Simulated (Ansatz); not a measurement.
Consider the following.

HfCuSi2:
```yaml
crystal:
  lattice:
    - [3.66204, 0.00000, 0.00000]
    - [0.00000, 3.66204, 0.00000]
    - [0.00000, 0.00000, 8.97902]
  atoms:
    - { symbol: Hf, position: [0.00000, 0.50000, 0.26586] }
    - { symbol: Hf, position: [0.50000, 0.00000, 0.73414] }
    - { symbol: Si, position: [0.50000, 0.50000, 0.50000] }
    - { symbol: Si, position: [0.00000, 0.00000, 0.50000] }
    - { symbol: Si, position: [0.50000, 0.00000, 0.17086] }
    - { symbol: Si, position: [0.00000, 0.50000, 0.82914] }
    - { symbol: Cu, position: [0.00000, 0.00000, 0.00000] }
    - { symbol: Cu, position: [0.50000, 0.50000, 0.00000] }
```

This is the r²SCAN-relaxed structure.

Problem. All from plane-wave PAW r²SCAN (Ansatz code), unless another level is named. Predict the electronic character.

Solution. metallic (no gap).

Problem. Predict the density of states at the Fermi level.

Solution. 0.35 states/eV per atom (mean over ±0.08 eV).

Problem. And the formation energy from the elements (no fitted shifts)?

Solution. -0.47 eV/atom.

Space group P4/nmm. The workflow started from a Materials Project entry (that database holds measured and hypothetical structures alike); the Crystallography Open Database copy checked does not list it. Its standing as an ambient phase is unchecked. Symmetry was held in the r²SCAN relaxation; its stability against distortions is not shown here. No spin polarisation was allowed. The references are the lowest solids computed at this level, not always the standard phases. Scalar-relativistic: spin–orbit coupling is off unless named, which matters more the heavier the elements.

Potentials: the later of the program's two PAW sets.
